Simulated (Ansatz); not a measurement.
**Guessed and relaxed cells of Al₂H₂Cl**

Recipe of this trial structure of Al₂H₂Cl: close-packed anion layers stacked ABB, with sites between them filled layer by layer (P3m1, No. 156) (elements of the layers in order: H Cl H). Its size is a rough estimate.

start:

Space group P3m1 (No. 156). a = 3.186 Å, b = 3.186 Å, c = 7.542 Å, α = 90.00°, β = 90.00°, γ = 120.00°
| atom | site | symmetry | x | y | z |
| --- | --- | --- | --- | --- | --- |
| Al | 1a | 3m. | 0.0000 | 0.0000 | 0.4795 |
| Al | 1a | 3m. | 0.0000 | 0.0000 | 0.7299 |
| H | 1a | 3m. | 0.0000 | 0.0000 | 0.0000 |
| H | 1b | 3m. | 0.3333 | 0.6667 | 0.6139 |
| Cl | 1b | 3m. | 0.3333 | 0.6667 | 0.2965 |

Computed with DFT PBE+D3(BJ), scalar-relativistic, plane waves, PAW (Ansatz). Cutoff 420 eV, Gaussian smearing, Γ-centred meshes. Cell and atoms relax first on a coarse mesh and then on a finer one. In between, the cell is made exact in the group found at 0.06 Å. In metals the finer mesh still leaves noise of several meV/atom or more. The steps can't lower the symmetry of their start. No spin polarisation.

end:

Space group P3m1 (No. 156). a = 3.222 Å, b = 3.222 Å, c = 8.142 Å, α = 90.00°, β = 90.00°, γ = 120.00°
```
atom  site  symmetry       x       y       z
  Al    1a       3m.  0.0000  0.0000  0.4387
  Al    1a       3m.  0.0000  0.0000  0.7536
   H    1a       3m.  0.0000  0.0000  0.9498
   H    1b       3m.  0.3333  0.6667  0.7395
  Cl    1b       3m.  0.3333  0.6667  0.2381
```

The symmetry stays P3m1 (No. 156). The volume per atom grows by 10.4 %, from 13.3 to 14.6 Å³. The shortest distance goes from 1.89 Å (Al–Al) to 1.60 Å (Al–H). The energy falls by about 0.82 eV/atom (the start's value is from the coarse mesh). The end is written in a standard setting, so origin, axes and order of atoms can differ from the start's.

For Al₂H₂Cl, the volume per atom is 14.6 Å³ and the density is 2.1 g/cm³. The energy over the elements is 0.00 eV/atom and the gap on the 12×12×6 mesh of the 5-atom cell is 0 eV (a metal).

Formation energies are uncorrected and refer to the elements' standard structures at the same level (Cl₂, H₂ as molecules). The formation energy is too near zero to say whether this cell lies below the elements.

The last run used Gaussian smearing of 0.10 eV. The k mesh leaves some 4 meV/atom of noise in the energy of each metallic cell. The cell is a metal run without spin; a magnetic state may lie lower. With hydrogen, zero-point motion can shift formation energies by some tens of meV/atom. A structure relaxed within its symmetry needn't be a true minimum. In all, the 3 runs took 84 s on 1 thread of Arm Neoverse V1, with other jobs on the host.
